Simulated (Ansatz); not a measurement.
Method: DFT PBE, scalar-relativistic, plane waves, PAW in Ansatz 0.2.0. All cells share a 420 eV cutoff and Γ-centred k meshes spaced at most about 0.3 Å⁻¹ (2π included). No spin polarisation in the final relaxations.

Energies over the elements count from the elements' standard structures at the same level (O₂ as a molecule), with no fitted energy shifts.

A relaxed structure of Mg3Cd2O5 has 11.46 Å³/atom, −1.933 eV/atom against the elements, a gap of 0.81 eV on its mesh:

```
Mg Cd O
1.0
    -1.59436    1.59436   11.26750
     1.59436   -1.59436   11.26750
     1.59436    1.59436  -11.26750
Mg Cd O
3 2 5
Direct
  0.90794 0.90794 0.00000
  0.50000 0.50000 0.00000
  0.09206 0.09206 0.00000
  0.69514 0.69514 0.00000
  0.30486 0.30486 0.00000
  0.00000 0.00000 0.00000
  0.59073 0.59073 0.00000
  0.18965 0.18965 0.00000
  0.81035 0.81035 0.00000
  0.40927 0.40927 0.00000
```

Question: S takes the place of O on the same sites, and the cell is relaxed. What changes?

Answer: Mg3Cd2S5 has a = 3.781 Å, c = 26.788 Å: 19.14 Å³/atom, −1.058 eV/atom against the elements, a gap of 1.04 eV on its mesh. The volume per atom changes by +67.1 % and the formation energy by +0.875 eV/atom (from unrounded values). The gap widens by 0.23 eV. Covalent radii: O 0.66 Å, S 1.05 Å; electronegativities 3.44 and 2.58. The cell follows the size of the atom. Around Mg on a site of symmetry 4mm lie 6 S at 2.59–2.67 Å; Mg on a site of symmetry 4/mmm is surrounded by 6 S at 2.58–2.67 Å; Cd has 6 S at 2.67–2.81 Å; S on a site of symmetry 4mm is surrounded by 5 Cd at 2.67–2.81 Å and 1 Mg at 2.67 Å; 2 more sites not described.

```xyz
10
Lattice="-1.8903 1.8903 13.3942 1.8903 -1.8903 13.3942 1.8903 1.8903 -13.3942" Properties=species:S:1:pos:R:3 pbc="T T T"
Mg    0.0000    0.0000   15.9860
Mg    0.0000    0.0000   10.8024
Mg    0.0000    0.0000    0.0000
Cd    0.0000    0.0000    5.3145
Cd    0.0000    0.0000   21.4740
S     0.0000    0.0000   18.6610
S     0.0000    0.0000    8.1274
S     0.0000    0.0000   24.2109
S     0.0000    0.0000   13.3942
S     0.0000    0.0000    2.5776
```

The two cells were relaxed from separate starts that ended on the same group and sites; neither need be the stable form of its compound. Kohn–Sham gaps at this level usually fall short of measured ones. The reference form of S is held partly by dispersion forces, which this level lacks. Cells relaxed within their symmetry can be saddle points.
